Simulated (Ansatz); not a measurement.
AgW in space group Cmcm (No. 63; Ag on 4c, W on 4c) under volume change, the program Ansatz at the PBEsol level (PAW), shape and atoms relaxed at each volume.

```json
[
 {"V (Å³/atom)": "14.880", "E − E(relaxed) (meV/atom)": "[?]", "P (GPa)": "[?]"},
 {"V (Å³/atom)": "15.371", "E − E(relaxed) (meV/atom)": "41.0", "P (GPa)": "14.24"},
 {"V (Å³/atom)": "15.861", "E − E(relaxed) (meV/atom)": "9.6", "P (GPa)": "6.48"},
 {"V (Å³/atom)": "16.352", "E − E(relaxed) (meV/atom)": "0.0", "P (GPa)": "0.00"},
 {"V (Å³/atom)": "16.842", "E − E(relaxed) (meV/atom)": "8.5", "P (GPa)": "-5.39"},
 {"V (Å³/atom)": "17.333", "E − E(relaxed) (meV/atom)": "[?]", "P (GPa)": "[?]"},
 {"V (Å³/atom)": "17.823", "E − E(relaxed) (meV/atom)": "67.9", "P (GPa)": "-13.47"}
]
```

Question: Fill in the missing entries.

Answer: 
- 14.880, E − E(relaxed) (meV/atom): 98.4
- 14.880, P (GPa): 23.50
- 17.333, E − E(relaxed) (meV/atom): 32.0
- 17.333, P (GPa): -9.84

Question: What does a third-order Birch–Murnaghan fit give for V₀, B₀ and B′?

Answer: V₀ = 16.35 Å³/atom, B₀ = 196 GPa, B′ = 5.1.

The start of the workflow was typed in or built on a structure type; neither database checked (COD, Materials Project) lists it. Whether it is the stable phase at ambient conditions was not checked. The cell was relaxed with PBEsol under the symmetry of its start; whether a distortion lowers the energy is not shown. The run is not spin-polarised. Its formation energy is positive at this level, so the cell may be metastable or incomplete. Spin–orbit coupling is left out wherever it is not named.

Potentials: the earlier of the program's two PAW sets. The files were generated under PBE; for other functionals the program regenerates the frozen cores, and for LDA and PBEsol the local potential too.
